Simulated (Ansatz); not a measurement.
GaSb (zinc blende, space group No. 216), r²SCAN (plane waves, PAW; program Ansatz). The conduction-band minimum lies at Γ, with 1 equivalent valley. Second derivatives d²E/dk² of the lowest band at one valley (eV·Å²), along Cartesian directions:

```
direction  d²E/dk²
---------  -------
[100]        336.9
[010]        336.9
[001]        336.9
[110]        336.5
[101]        336.5
[011]        336.5
```

Q: Find the principal effective masses, the density-of-states mass and the conductivity mass.

A: Off-diagonal terms follow from H_xy = H[110] − (H_xx + H_yy)/2, and m*/mₑ = 7.620 eV·Å² over each eigenvalue: 0.023, 0.023, 0.023. One valley's DOS mass (m₁m₂m₃)^(1/3) = 0.023, conductivity mass 3/(Σ 1/mᵢ) = 0.023 mₑ.

Q: What effective density of states Nc follows at 300 K for parabolic valleys?

A: Nc = 2.509e19 × 1 × (0.023)^(3/2) ≈ 8.8e16 cm⁻³.

Space group F-43m (zinc blende). The cell was relaxed with r²SCAN under the symmetry of its start. Scalar-relativistic: spin–orbit coupling is off unless named, which matters more the heavier the elements.

Potentials: the later of the program's two PAW sets.

Edges and masses are those of Kohn–Sham bands, whose gap is no quasiparticle gap.
